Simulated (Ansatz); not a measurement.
A geometry of Bi away from equilibrium: the start of the relaxation of a relaxed Bi cell displaced along its unstable phonon at q = (½, 0, 0) of its primitive reciprocal cell (46i cm⁻¹), largest move 0.15 Å. These are PBEsol (plane waves to 420 eV, PAW, scalar-relativistic; Ansatz, a program for electronic structure) values and carry that method's errors. Γ-centred k-mesh 7×7×5 on the run's cell (coarser than for final values), Fermi–Dirac smearing 0.05 eV.

```xyz
8
Lattice="10.6611 0.0000 0.0000 -2.6653 4.6164 0.0000 0.0000 0.0000 6.3008" Properties=species:S:1:pos:R:3 pbc="T T T"
Bi     0.0000     0.0000     4.7363
Bi     5.3306     0.0000     4.7150
Bi     0.0000     0.0000     1.5645
Bi     5.3306     0.0000     1.5859
Bi     0.0000     3.0776     4.5756
Bi     5.3306     3.0776     4.8756
Bi     2.6653     1.5388     1.4252
Bi     7.9959     1.5388     1.7252
```

Question: What forces act on the atoms (eV/Å)?

Answer: 
```csv
atom,Fx,Fy,Fz
Bi1,0.01,0.00,0.04
Bi2,0.01,0.00,-0.04
Bi3,-0.01,0.00,-0.04
Bi4,-0.01,0.00,0.04
Bi5,-0.02,-0.01,-0.23
Bi6,-0.02,-0.01,0.23
Bi7,0.02,0.01,-0.23
Bi8,0.02,0.01,0.23
```

Question: What is the pressure?

Answer: -0.1 GPa, compression positive.

No spin polarisation in the result.

The run could not lose the symmetry of its start, so the end can be a saddle point.

The end of the path is a generated cell of Bi: the first start was made by placing the elements on the sites of a structure type, and the end was not matched to a known phase here, so it may be hypothetical. Known forms of Bi include space group No. 166.
